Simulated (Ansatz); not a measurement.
## Is this BeCd₂S₃ structure a true minimum?

The structure comes from a proposed guess, relaxed at this level; another structure or a mixture of phases may lie lower.

All numbers below come from DFT PBE, scalar-relativistic, plane waves, PAW (Ansatz 0.2.0). Settings: cutoff 420 eV, Γ-centred mesh 6×6×4 on the computed 12-atom cell, Gaussian smearing of 0.02 eV; no spin polarisation.

The cell below (12 atoms, space group Cc (No. 9)) is relaxed within its symmetry.

```
CELL_PARAMETERS angstrom
3.38104 -5.96569 -0.00476
3.38104 5.96569 -0.00476
-2.04263 0.00000 6.36030
ATOMIC_POSITIONS crystal
Be 0.07934 0.92808 0.50630
Be 0.92808 0.07934 0.00630
Cd 0.41900 0.59061 0.50165
Cd 0.75696 0.23655 0.50056
Cd 0.59061 0.41900 0.00165
Cd 0.23655 0.75696 0.00056
S 0.41755 0.24696 0.60326
S 0.83942 0.96127 0.66126
S 0.11157 0.66270 0.60197
S 0.24696 0.41755 0.10326
S 0.96127 0.83942 0.16126
S 0.66270 0.11157 0.10197
```

For the test it was strained at random (σ = 1.5 % a component), the atoms were moved at random (σ = 0.10 Å), and all was relaxed again on a coarse 2×4×4 mesh (in the run’s order of axes) with 0.10 eV smearing, with no symmetry imposed.

Question: What happens?

Answer: It returns, within 1 meV/atom of the unmoved cell on that mesh and with the same symmetry when read at 0.1 Å. No instability shows in this cell; modes of other wave vectors, which need another repeat, aren't tested.
